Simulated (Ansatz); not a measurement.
Crystals of one structure type (rock salt) and one family of elements, relaxed and computed with LDA in the plane-wave PAW code Ansatz.

```tsv
crystal	K_Hill (GPa)	G_Hill (GPa)
KI	16.0	7.4
RbCl	21.8	9.8
LiBr	33.3	21.9
LiCl	40.9	27.5
KF	43.7	?
NaF	61.0	37.4
LiF	86.9	62.2
```

Q: Fit a straight line to ln G against ln K and predict the withheld value.

A: Least squares on the 6 shown rows: ln G = 1.27 × ln K + (-1.509), with a scatter of 10 %. For KF this gives 26.8. The run itself gave 21.1, outside the scatter: the line misses something about this case.

All cells were relaxed under the symmetry of their starts (and spin orders); stability against distortions was not tested throughout. Spin–orbit coupling is left out wherever it is not named.

Potentials: the later of the program's two PAW sets.
